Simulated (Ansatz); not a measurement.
Given:

Sn:
```cif
data_Sn4
_chemical_formula_sum 'Sn4'
_space_group_name_H-M_alt 'I41/amd :1'
_space_group_IT_number 141
_space_group_name_Hall 'I 4bw 2bw -1bw'
_cell_length_a 5.85655
_cell_length_b 5.85655
_cell_length_c 3.13529
_cell_angle_alpha 90.000
_cell_angle_beta 90.000
_cell_angle_gamma 90.000
loop_
_atom_site_label
_atom_site_type_symbol
_atom_site_symmetry_multiplicity
_atom_site_Wyckoff_symbol
_atom_site_fract_x
_atom_site_fract_y
_atom_site_fract_z
_atom_site_occupancy
Sn1 Sn 4 a 0.00000 0.00000 0.00000 1
```
(The calculation used a cell of 2 atoms; values per cell refer to that cell.)

This is the PBEsol-relaxed structure.

### Question
All from PBEsol in the plane-wave PAW code Ansatz, unless another level is named. Predict the highest zone-centre frequency.

### Answer
130 cm⁻¹.

### Question
What about the Hill bulk and shear moduli?

### Answer
56.0 and 19.1 GPa.

Space group I4_1/amd (β-Sn type). Symmetry was held in the PBEsol relaxation. As this level gives no gap, shear constants depend on the k-mesh and smearing (Fermi–Dirac, 0.1 eV here). As this level gives no gap, phonon frequencies hold no LO–TO term and depend on the k-mesh and smearing (Fermi–Dirac, 0.1 eV here). On the denser mesh and wider smearing of the elastic run this cell carries a stress of 0.4 GPa. Spin–orbit coupling is left out wherever it is not named.

Potentials: the earlier of the program's two PAW sets. The files were generated under PBE; for other functionals the program regenerates the frozen cores, and for LDA and PBEsol the local potential too.
